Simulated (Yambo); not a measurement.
A G0W0@LDA run in Yambo for CsVN$_{2}$ (space group Fd-3m, No. 227) (2×2×2 Γ-centred k mesh, bands 3 to 214 and a 7 Ry block in the screening, 214 bands in G with the Bruneval-Gonze terminator, plasmon pole fitted at 27.2 eV) gives these matrix elements, in eV, at the band edges (L → Γ):

```
state               E0    <Vxc>     <Σx>  <Σc(E0)>      Z
---------------  -----  -------  -------  --------  -----
valence edge     0.000  -16.528  -19.223     2.916  0.749
conduction edge  0.535  -21.136  -14.311    -5.539  0.747
```

Q: Solve the linearised quasiparticle equation for both states, give the gap, and say how exchange and correlation each act on it.

A: E = E0 + Z(Σx + Σc − Vxc). Valence: 0.000 + 0.749 × (-19.223 + (2.916) − (-16.528)) = 0.17 eV. Conduction: 0.535 + 0.747 × (-14.311 + (-5.539) − (-21.136)) = 1.50 eV. The gap is 1.33 eV, against 0.53 eV in LDA. Replacing Vxc by bare exchange alone would open it by 9.52 eV; correlation takes back 8.45 eV of that, and Z scales what is left. Nearest settings tried, and what they do to the gap: 141 bands in G: -35 meV; 104 bands in W: -27 meV; 3 Ry block (89 vectors against 339): +209 meV. Not varied: mesh. So the settings aren't converged at that level. The k mesh is coarse. The 3d shell has no Hubbard U; the runs are without spin polarisation, and magnetic order was not tried.

Geometry of the Materials Project entry, not relaxed at this level; primitive cell a = b = c = 5.9000 Å, α = β = γ = 60.00°.

The structure is a Materials Project entry; no match was found in the copy of COD used, and its stability was not checked.
